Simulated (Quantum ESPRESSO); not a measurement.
**How NMR parameters follow strain in PtS₂ (P-3m1)**

```
CELL_PARAMETERS angstrom
      3.54874     0.00000     0.00000
     -1.77437     3.07330     0.00000
      0.00000     0.00000     5.59707
ATOMIC_POSITIONS crystal
  Pt 0.00000 0.00000 0.00000
  S  0.66667 0.33333 0.77821
  S  0.33333 0.66667 0.22179
```
The cell was made here from a computed Materials Project entry: atoms relaxed in the unchanged cell (PBE without dispersion, pw.x of a modified build of Quantum ESPRESSO, symmetry kept). The parent is PtS2 in P-3m1; whether this form has been observed was not checked. Stability against distortions was not tested. The layers lie 3.1 Å apart; this gap hangs on dispersion, and neither it nor the stacking was checked against the measured crystal. The run has no spin polarisation.

The last row's change in full: strained by +2 % along the unique axis and by -1 % across it, atoms relaxed (PBE, pw.x of Quantum ESPRESSO); the other rows go along the same path.

Method: shieldings by PBE GIPAW (Quantum ESPRESSO, JTH PAW datasets), 20 Ha, k-mesh 8×8×5 shifted, f-sum rule met within 0.019 %. Values are those of the named site's first atom. These are absolute shieldings with no macroscopic susceptibility term; δ = σ_ref − σ needs a reference computed alike. In our sweeps, cutoffs and meshes of this size left a few ppm, and up to some 20 ppm on atoms from Zn on. Spin–orbit coupling is left out; its weight grows with the heaviest atom, Pt here. No d partial waves on S: the paramagnetic term there is incompletely reconstructed. The band gap at this level is small, which makes the paramagnetic part of σ large and sensitive to the functional.

Unchanged cell: σ_iso S (ppm) = 629.8.

How do these values move along the path (axial strain (%): -2, +2)?


| axial strain (%) | σ_iso S (ppm) |
|---|---|
| -2 | 591.8 |
| 0 | 629.8 |
| +2 | 667.6 |
